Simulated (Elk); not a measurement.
An Elk run on HoPd with settings drawn from a wide range, so not all are converged; totals and levels move with the basis, and no second program has checked them. All numbers below come from Elk 11.2.3 with local patches, DFT, PBEsol, all-electron APW+lo, Dirac cores, scalar-relativistic bands. Elk's input is in atomic units.

Command: `OMP_NUM_THREADS=1 elk` The run took 5.6 min on 1 thread of Arm Neoverse V2, with other jobs on the host, peak memory 0.15 GiB.

```
tasks
  0
  110
  115
  15

xctype
  22

rgkmax
  8.5

gmaxvr
  18

lmaxapw
  8

lmaxo
  7

lmaxi
  3

nrmtscf
  2.5

nempty
  8

epspot
  1e-06

epsengy
  0.0001

maxscl
  60

swidth
  0.008

stype
  3

lradstp
  4

mixtype
  3

hmaxvr
  6

nxlo
  2

reducebf
  0.5

spinpol
  .true.

tforce
  .true.

spincore
  .true.

sppath
  './'

avec
  6.73012206853 0.00000000000 0.00000000000
  0.00000000000 6.73012206853 0.00000000000
  0.00000000000 0.00000000000 6.73012206853

atoms
  2
  'Ho.in'
  1
  0.000000000000 0.000000000000 0.000000000000   0.000 0.000 -2.000
  'Pd.in'
  1
  0.500000000000 0.500000000000 0.500000000000   0.000 0.000 0.000

ngridk
  8 8 8
```

Muffin-tin radii in the species files: Pd 2.27, Ho 2.45 bohr.

Structure from Materials Project entry mp-832 (possibly hypothetical), not relaxed further. The listed cell was then made from it by scaling, straining or moving an atom.

**Question.** What does the run give?

**Answer.** It did not converge (60 SCF iterations).
```
Warning(gndstate): failed to reach self-consistency after 60 loops
```
